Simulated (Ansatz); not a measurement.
Suppose MgSn2N2 takes space group I4/mmm (No. 139), with Mg on 2a; Sn on 4c; N on 4d.

Theory: DFT PBE, scalar-relativistic, plane waves, PAW in Ansatz. Cutoff 420 eV, Γ-centred mesh, Gaussian smearing, no spin polarisation.

Energies over the elements count from the elements' standard structures at the same level (N₂ as a molecule), with no fitted energy shifts. The references include grey tin.

**Question.** Give the relaxed lattice parameters and positions.

**Answer.**

Space group I4/mmm (No. 139). a = 5.912 Å, b = 5.912 Å, c = 8.090 Å, α = 90.00°, β = 90.00°, γ = 90.00°
```
atom  site  symmetry       x       y       z
  Mg    2a     4/mmm  0.0000  0.0000  0.0000
  Sn    4c      mmm.  0.0000  0.5000  0.0000
   N    4d      -4m2  0.0000  0.5000  0.2500
```

Around Mg lie 4 Sn at 2.96 Å and 8 N at 3.58 Å; around Sn lie 2 N at 2.02 Å and 2 Mg at 2.96 Å; N has 2 Sn at 2.02 Å and 4 Mg at 3.58 Å. Another local minimum with the same sites may exist.

**Question.** Where does its energy lie, and is it a metal?

**Answer.** The formation energy is +1.15 eV/atom. The gap on the 10×10×10 mesh of the 5-atom cell is 0 eV (a metal). The separate elements lie lower, so it is unstable against them.

The last run used Gaussian smearing of 0.10 eV. Symmetry constrained the relaxation, so the result can be a saddle point. Another cell of MgSn2N2 relaxed alike, in P-4m2 (a Materials Project cell), lies 1.16 eV/atom lower, so this cell isn't the stable form at this level.
